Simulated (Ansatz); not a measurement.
Input:

VPt2:
```cif
data_Pt2V
_chemical_formula_sum 'V1 Pt2'
_space_group_name_H-M_alt 'P 1'
_space_group_IT_number 1
_cell_length_a 4.75776
_cell_length_b 4.75776
_cell_length_c 4.75776
_cell_angle_alpha 146.939
_cell_angle_beta 133.129
_cell_angle_gamma 58.552
loop_
_space_group_symop_operation_xyz
  'x, y, z'
loop_
_atom_site_label
_atom_site_type_symbol
_atom_site_fract_x
_atom_site_fract_y
_atom_site_fract_z
_atom_site_occupancy
V1 V 0.00000 0.00000 0.00000 1
Pt1 Pt 0.66079 0.66079 0.00000 1
Pt2 Pt 0.33921 0.33921 0.00000 1
```

This is the PBEsol-relaxed structure.

Problem. All from PBEsol in the plane-wave PAW code Ansatz, unless another level is named. Predict the formation energy from the elements (no fitted shifts).

Solution. -0.58 eV/atom.

Problem. Predict the density of states at the Fermi level.

Solution. 0.68 states/eV per atom (mean over ±0.08 eV).

Problem. And the gap with spin–orbit coupling?

Solution. none (metallic).

Space group Immm. The first step of the workflow began from a Materials Project structure, measured or hypothetical; the Crystallography Open Database files this formula in space group No. 71, but the cells were not matched. Whether it is the stable phase at ambient conditions was not checked. The PBEsol relaxation kept the symmetry of its start; of distortions, only those at the zone centre were tested. The run is not spin-polarised. The references are the lowest solids computed at this level, not always the standard phases. Spin–orbit coupling is left out wherever it is not named.

Potentials: the later of the program's two PAW sets.
